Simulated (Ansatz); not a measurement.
Si₅Te₈ in space group P-3m1 (No. 164; Pearson symbol hP13) under volume change, PBE (plane waves, PAW; program Ansatz), shape and atoms relaxed at each volume.

```json
[
 {"V (Å³/atom)": "25.958", "E − E(relaxed) (meV/atom)": "11.1", "P (GPa)": "2.29"},
 {"V (Å³/atom)": "26.786", "E − E(relaxed) (meV/atom)": "2.6", "P (GPa)": "1.04"},
 {"V (Å³/atom)": "27.614", "E − E(relaxed) (meV/atom)": "0.0", "P (GPa)": "0.00"},
 {"V (Å³/atom)": "28.443", "E − E(relaxed) (meV/atom)": "2.1", "P (GPa)": "-0.82"},
 {"V (Å³/atom)": "29.271", "E − E(relaxed) (meV/atom)": "8.1", "P (GPa)": "-1.50"}
]
```

Task: What does a third-order Birch–Murnaghan fit give for V₀, B₀ and B′?

Result: V₀ = 27.62 Å³/atom, B₀ = 30.7 GPa, B′ = 5.9.

The start of the workflow was typed in or built on a structure type; neither database checked (COD, Materials Project) lists it. Its standing as an ambient phase is unchecked. The PBE relaxation kept the symmetry of its start; its stability against distortions is not shown here. Spin–orbit coupling is left out wherever it is not named.

Potentials: the earlier of the program's two PAW sets.
